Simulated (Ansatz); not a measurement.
LaRh:
```yaml
crystal:
  lattice:
    - [1.98472, -5.75800, 0.00000]
    - [1.98472, 5.75800, 0.00000]
    - [0.00000, 0.00000, 4.13212]
  atoms:
    - { symbol: La, position: [0.86169, 0.13831, 0.75000] }
    - { symbol: La, position: [0.13831, 0.86169, 0.25000] }
    - { symbol: Rh, position: [0.58820, 0.41180, 0.75000] }
    - { symbol: Rh, position: [0.41180, 0.58820, 0.25000] }
```

Relaxed with r²SCAN.

### Question
Map the valence electron density (e/Å³), cut off at 2 on the plane through (0.862, 0.138, 0.750) spanned by u = [1, 1, 0] and v = [1, -1, 0] in lattice vectors, from DFT-r²SCAN in the program Ansatz with PAW potentials.

### Answer
x is the fraction of u, y of v (the angle between them is 90°; rows are the nearest grid lines); atoms in the plane: La at (0.00, 0.00), La at (0.50, 0.50), Rh at (0.00, 0.73), Rh at (0.50, 0.23).
```
|**#%*-.       .-*%#**|
|%%#*=:         :=*#%%|
|++=-.           .-=++|
|                     |
|:...             ...:|
|@@@@-..       ..-@@@@|
|@@@@#:.       .:#@@@@|
|@@@@#:.       .:#@@@@|
|*+-:.           .:-+*|
|       ...:...       |
|      .-=+*+=-.      |
|    .-+#%###%#+-.    |
|    .-*%%###%%*-.    |
|      .-=+++=-.      |
|       ..:::..       |
|                     |
|     ..:=*#*=:..     |
|    .:#@@@@@@@#:.    |
|    .-@@@@@@@@@-.    |
|     .-#@@@@@#-.     |
|        .....        |
|*+=-.           .-=+*|
|%%#*-.         .-*#%%|
|**#%*-.       .-*%#**|
```
Scale: ten equal steps from 0.049 (start of ' ') to 2.00 (end of '@'), in the order ' .:-=+*#%@'; x runs from 0.000 to 1.00, y from 0.000 (bottom) to 1.00 (top).

The density is the valence pseudo-density with augmentation charge, so density and ELF within about 1 Å of a nucleus are not all-electron values.

Space group Cmcm. The workflow started from a Materials Project entry (that database holds measured and hypothetical structures alike); the Crystallography Open Database copy checked does not list it. Whether it is the stable phase at ambient conditions was not checked. The cell was relaxed with r²SCAN under the symmetry of its start; whether a distortion lowers the energy is not shown. The run is not spin-polarised. Spin–orbit coupling is left out wherever it is not named.

Potentials: the later of the program's two PAW sets.
